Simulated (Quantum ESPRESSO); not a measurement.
WPt5CuIn, one composition in several site orders

Computed values, not a measurement. The program is pw.x of Quantum ESPRESSO 7.5 (plane-wave density functional theory). The cell is made up: eight metal atoms on a hexagonal close-packed lattice, with elements, volume, strain and displacements drawn at random and not relaxed, so it may be unstable or far from any real phase. PseudoDojo standard norm-conserving files set the functional (PBE unless stated); there is no spin polarisation or spin-orbit coupling, the Fermi-Dirac width of 0.25 eV means electrons at about 2900 K, and the masses in the input are unused placeholders. The copper pseudopotential is less sure than most, with forces differing by about three percent and pressure by about two GPa from a second method on plain copper. Heavy elements are run without spin-orbit coupling, which real alloys of them have. A spin test at this wide smearing found no moment, but such smearing suppresses magnetism that the real alloy may have.

The runs put one composition on the sites in different orders. Cell, positions, cutoff, mesh and smearing stay as in the input of run 1; sites are counted in its order. Stress in the tables is positive in tension.

Input of run 1:

```
&control calculation='scf', pseudo_dir='./dojo.nc.sr.pbe.v0_5.standard.upf', outdir='./o', disk_io='medium', tprnfor=.true., tstress=.true. /
&system ibrav=0, nat=8, ntyp=4, nbnd=84, ecutwfc=92.02030273, nosym=.true., tot_charge=0,
 occupations='smearing', smearing='fd', degauss=0.0183746611
/
&electrons conv_thr=1.470e-08, electron_maxstep=70, mixing_beta=0.5 /
ATOMIC_SPECIES
Cu 1.0 Cu.upf
In 1.0 In.upf
Pt 1.0 Pt.upf
W 1.0 W.upf
CELL_PARAMETERS angstrom
4.3337 -2.4513 -0.0217
-2.8557 0.0166 -4.7188
2.8942 4.9113 -0.0407
ATOMIC_POSITIONS angstrom
W 0.074 0.0337 -0.0691
Pt 1.4409 2.4692 0.0183
Pt -0.0405 1.6987 -2.3455
Pt 1.5137 4.0565 -2.3554
Cu 2.8214 0.0721 -0.0017
Pt 4.3583 2.4807 -0.0565
Pt 1.4958 -0.8276 -2.3362
In 2.9587 1.7185 -2.2994
K_POINTS automatic
5 5 4 1 1 1
```

```
run  elements on sites 1 to 8  free energy less that of run 1 (eV)  -TS (eV)  pressure (GPa)  stress xx (GPa)  stress yy (GPa)  stress zz (GPa)  stress yz (GPa)  stress xz (GPa)  stress xy (GPa)  iterations
  1    W Pt Pt Pt Cu Pt Pt In                                0.000    -1.258          -10.37            10.38             9.39            11.32             0.80             0.72             0.06          18
  2    In Pt Pt Cu Pt W Pt Pt                                0.539    -1.410           -9.43             8.95             7.87            11.47            -1.96             0.34             1.62          15
  3    In Pt W Cu Pt Pt Pt Pt                                0.243    -1.334          -10.04            11.97             8.15            10.00             1.97            -0.92            -0.89          17
  4    Pt Pt Pt Cu W Pt In Pt                                0.133    -1.318           -9.76            11.02             9.95             8.30            -0.10            -3.34             0.09          17
  5    Pt Pt Cu Pt In Pt W Pt                                0.589    -1.419           -9.02             9.42             8.37             9.27            -0.85            -4.06             0.30          17
  6    Cu Pt Pt W Pt In Pt Pt                                0.409    -1.420           -9.08            11.18             8.93             7.13            -2.60            -0.64             0.68          17
```

Forces Fx Fy Fz (eV/Å):

```
site              run 1              run 2              run 3              run 4              run 5              run 6
   1  -0.19 -0.10 -0.64    -0.71 0.40 0.60   -0.95 -0.51 1.04    -0.45 0.17 0.66   -0.79 -0.27 0.38    -0.08 0.29 0.14
   2   -0.40 -0.34 0.02    0.43 1.48 -0.14     0.06 0.45 0.05    0.08 0.11 -0.05    -0.33 0.51 1.08   -0.26 0.66 -0.71
   3    0.33 -0.67 0.64    0.78 0.29 -0.85    0.32 0.70 -1.31   0.29 -0.11 -0.24   0.28 -0.02 -0.01    0.56 -0.40 0.28
   4   -0.04 0.70 -0.22   -0.16 0.01 -0.21   -0.08 0.06 -0.23  -0.16 -0.22 -0.23   -0.15 1.13 -0.34    0.44 0.38 -0.15
   5    0.28 -0.37 0.39    0.61 -0.59 0.47    0.95 -0.20 0.69     0.59 0.44 0.12    0.97 -0.08 0.51   -0.09 -0.89 1.01
   6     0.61 0.89 0.55   -0.65 -1.24 0.16   -0.10 -0.36 1.10     0.28 0.02 0.83     0.39 0.20 0.10    0.11 -0.09 0.71
   7   -0.12 0.57 -0.31    0.09 -0.04 0.30    0.33 0.61 -0.62   -0.31 0.01 -0.81  -0.21 -0.64 -0.75   -0.40 0.24 -0.53
   8  -0.49 -0.69 -0.43  -0.39 -0.30 -0.32  -0.52 -0.76 -0.72  -0.32 -0.43 -0.28  -0.17 -0.83 -0.97  -0.29 -0.19 -0.75
```

The sites are displaced and not relaxed, so the energy differences mix bonding between neighbours with strain and are not ordering energies. A rerun of one cell of this series at a higher cutoff and on a denser mesh moved values by no more than 0.007 eV in energy, 0.03 GPa in stress and 0.009 eV/Å in force, and a second program with other atomic files agreed on that cell to 2 % rms in force and 0.5 GPa in pressure.